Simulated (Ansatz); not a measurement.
With DFT-r²SCAN in the program Ansatz with PAW potentials, AlAg in the rock salt structure (Fm-3m) relaxes to a = 5.365 Å. Al has 6 nearest neighbours from 2.68 Å (octahedral). Against the elements it lies at 0.35 eV/atom, with no fitted shifts.

Electronic character: metallic (no gap). Gap from r²SCAN with spin–orbit coupling: none (metallic).

The bulk modulus is 68.8 GPa. The relaxed-ion elastic constants in GPa are C11 = 121, C12 = 43.8, C44 = -14.5. Bader charges are Ag -1.16, Al +1.16 e.

The start of the workflow was typed in or built on a structure type; neither database checked (COD, Materials Project) lists it. Whether it is the stable phase at ambient conditions was not checked. The r²SCAN relaxation kept the symmetry of its start. At this level the phase is mechanically unstable. The run is not spin-polarised. The volume moved by 21 % from the start of the relaxation. Its formation energy is positive at this level, so the cell may be metastable or incomplete. As this level gives no gap, shear constants depend on the k-mesh and smearing (Fermi–Dirac, 0.1 eV here). The references are the lowest solids computed at this level, not always the standard phases. Scalar-relativistic: spin–orbit coupling is off unless named, which matters more the heavier the elements.

Potentials: the later of the program's two PAW sets.
